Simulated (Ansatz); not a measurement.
Nb3Sn in space group Fm-3m (No. 225; Sn on 4a, Nb on 4b, Nb on 8c) at seven volumes, plane-wave PAW r²SCAN (Ansatz code), scaled uniformly. One row is withheld.

```json
[
 {"V (Å³/atom)": "17.011", "P (GPa)": "19.49"},
 {"V (Å³/atom)": "17.572", "P (GPa)": "11.96"},
 {"V (Å³/atom)": "18.132", "P (GPa)": "5.52"},
 {"V (Å³/atom)": "18.693", "P (GPa)": "0.00"},
 {"V (Å³/atom)": "19.254", "P (GPa)": "-4.72"},
 {"V (Å³/atom)": "19.815", "P (GPa)": "?"},
 {"V (Å³/atom)": "20.376", "P (GPa)": "-12.22"}
]
```

Fit the shown pressures and predict the withheld one.

P = (3/2)B₀(x^(7/2) − x^(5/2))[1 + (3/4)(B′ − 4)(x − 1)] with x = (V₀/V)^(2/3). Least squares on the six rows gives V₀ = 18.694 Å³/atom, B₀ = 170 GPa, B′ = 4.17. At V = 19.815, x = 0.9619 and P = -8.77 GPa. The run itself gave -8.77 GPa.

A made-up cell: these elements were put on the sites of a structure type; neither database checked (COD, Materials Project) lists it. It is not the phase usual at ambient conditions (space group No. 223). The cell was relaxed with r²SCAN under the symmetry of its start. At this level the phase is mechanically unstable. The run is not spin-polarised. Spin–orbit coupling is left out wherever it is not named.

Potentials: the earlier of the program's two PAW sets.
